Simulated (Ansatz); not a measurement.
The elements of this relaxed trial crystal are hidden behind letters.

```
lattice vectors (Å)
   4.0794    0.0000    0.0000
  -2.0397    3.5329    0.0000
   0.0000    0.0000    6.8280
fractional positions
X 0.3333 0.6667 0.2405
X 0.6667 0.3333 0.7595
Z 0.0000 0.0000 0.0000
```

These are results of Ansatz 0.2.0, DFT PBE, scalar-relativistic, plane waves, PAW, and for the lanthanide a 4f-in-core norm-conserving potential, not measurements. The final run on the 3-atom cell used 690 eV, a Γ-centred 12×12×8 mesh, 0.10 eV smearing and no spin polarisation.

| Property | Result |
| --- | --- |
| Space group | P-3m1 (No. 164) |
| Conventional cell | a = 4.079 Å, c = 6.828 Å |
| Volume per atom | 32.80 Å³ |
| Density | 5.55 g/cm³ |
| Formation energy | −0.26 eV/atom |
| Gap on the 12×12×8 mesh of the 3-atom cell | 0 eV (a metal) |

Energies are uncorrected and count from the elements' standard states at the same level.

Question: X is a lanthanide and Z is a p-block element of period 3. Which elements are they?

Answer: X = Sm, Z = Si, so the formula is Sm2Si, here in the anti-cadmium iodide type. Density times volume gives a mean mass of 5.55 × 32.80/1.6605 = 109.6 u per atom, and this set has 109.6 u. Among the elements that the hints allow, noble gases aside, only these give it. Around Sm lie 3 Si at 2.87 Å and 12 Sm at 4.04–4.25 Å; Si is surrounded by 6 Sm at 2.87 Å.

A later test with randomly moved atoms came back to the same energy, though modes that don't fit the test's cell weren't probed. Another cell of Sm2Si relaxed alike, in Fm-3m, lies 195 meV/atom lower, so this cell isn't the stable form at this level.

The lanthanide is trivalent by construction, without f bands, f moments or other valences. The reference runs of the other elements, and any phases without the lanthanide, used 420 eV, which shifts energies against them by under 10 meV/atom. The lanthanide's reference is the lowest of its hcp, dhcp and fcc cells.
